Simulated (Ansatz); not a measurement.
# From the elastic tensor of ScPd3 at 2 GPa (stress–strain coefficients) to moduli and sound speeds

All numbers below come from DFT LDA, scalar-relativistic, plane waves, PAW in Ansatz. Plane waves to 420 eV; Γ-centred k mesh 12×12×12; Fermi-Dirac smearing of 0.15 eV. No spin polarisation.

It takes space group Pm-3m (No. 221, cubic). Conventional cell: a = 3.889 Å, b = 3.889 Å, c = 3.889 Å, α = 90.00°, β = 90.00°, γ = 90.00°. Around Sc (site symmetry m-3m) lie 12 Pd at 2.75 Å. Pd (site symmetry 4/mmm) is surrounded by 4 Sc at 2.75 Å and 8 Pd at 2.75 Å.

In a metal, frequencies and elastic constants depend on the k mesh and the smearing, soft modes and shear constants most.

Relaxed-ion constants (GPa, on the Cartesian axes of the calculation):
```
266.9 160.3 160.3   0.0   0.0   0.0
160.3 266.9 160.3   0.0   0.0   0.0
160.3 160.3 266.9   0.0   0.0   0.0
  0.0   0.0   0.0 109.0   0.0   0.0
  0.0   0.0   0.0   0.0 109.0   0.0
  0.0   0.0   0.0   0.0   0.0 109.0
```

Density 10.281 g/cm³; 4 atoms in 58.82 Å³.

The values that follow are for a polycrystal of randomly turned grains, by Hill's mean where one number stands.

With S = C⁻¹: B_V = (C11+C22+C33+2(C12+C13+C23))/9, G_V = (C11+C22+C33−C12−C13−C23+3(C44+C55+C66))/15, 1/B_R = S11+S22+S33+2(S12+S13+S23), 15/G_R = 4(S11+S22+S33−S12−S13−S23)+3(S44+S55+S66); Hill is their mean. Then v_l = √((B+4G/3)/ρ), v_t = √(G/ρ), v_m = [(2/v_t³+1/v_l³)/3]^(−1/3) and Θ = (ħ/k_B)·v_m·(6π²n/V)^(1/3) for n atoms in the volume V; E = 9BG/(3B+G), ν = (3B−2G)/(2(3B+G)) and A^U = 5G_V/G_R + B_V/B_R − 6.

| Quantity | Value |
| --- | --- |
| Bulk modulus, Voigt / Reuss / Hill | 195.8 / 195.8 / 195.8 GPa |
| Shear modulus, Voigt / Reuss / Hill | 86.7 / 76.8 / 81.8 GPa |
| Young's modulus | 215 GPa |
| Poisson ratio | 0.317 |
| Pugh ratio B/G | 2.40 |
| Universal anisotropy index | 0.64 |
| Longitudinal and transverse sound speeds | 5445 and 2820 m/s |
| Debye temperature from the mean sound speed | 384 K |

Cost: 1 run of about 2.3 core-minutes, on Arm Neoverse V1 (shared hosts).